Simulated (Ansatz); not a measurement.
# rocksalt-structured GdB

Method: PBEsol, scalar-relativistic; collinear spin; PAW, 420 eV, Γ-centred 10×10×10 mesh, 0.05 eV Gaussian smearing; code Ansatz; PAW files: Ansatz's generated set soft_2.

```
Gd B
1.0
     0.00000    2.65481    2.65481
     2.65481    0.00000    2.65481
     2.65481    2.65481    0.00000
Gd B
1 1
Cartesian
  2.6548 2.6548 2.6548
  0.0000 0.0000 0.0000
```

The structure was built from a prototype; whether the compound forms in it isn't claimed.

Magnetic state: ferromagnetic, site spin moments Gd 7.09; B 0.40 μB.

The cell above was scaled in volume, its shape and atoms being fixed by the lattice's symmetry. Energies are counted from the cell above.

```csv
V (Å³/atom),ΔE (meV/atom),P (GPa),largest moment (μB)
17.96,6.5,3.2,7.10
18.34,?,?,?
18.71,0.0,0.0,7.09
19.09,1.3,-1.2,7.08
19.46,5.6,-2.5,7.09
```

(1) Fill in the withheld row.

(2) What do the points give for the equilibrium volume, the bulk modulus and its pressure derivative (third-order Birch–Murnaghan)?

Answers:

(1) ΔE (meV/atom): 1.4, P (GPa): 1.4, largest moment (μB): 7.10.

(2) V0 = 18.71 Å³/atom, B0 = 66 GPa, B0′ = 4.2.

B0·V0 = 65.6 GPa × 18.71 Å³ = 7.66 eV/atom sets the scale: near the minimum ΔE ≈ ½ B0 V0 x², with x = V/V0 − 1, and a pressure of 0.7 GPa squeezes the volume by about 1 %. At the ends of the curve: x = −4.0 % predicts 6.2 meV/atom and the run gives 6.5; x = +4.0 % predicts 6.1 meV/atom and the run gives 5.6. The lopsidedness is anharmonic: atoms resist being pushed together more than being pulled apart.

Without a U the 4f levels of Gd lie too near the Fermi level, so their share of the states there, and what hangs on it, is overstated. No spin–orbit coupling, a notable omission for heavy elements. The run wasn't fully tested for a lower electronic state. Site moments are of spin, integrated over atomic spheres. No antiparallel order was tried. The run is a metal.
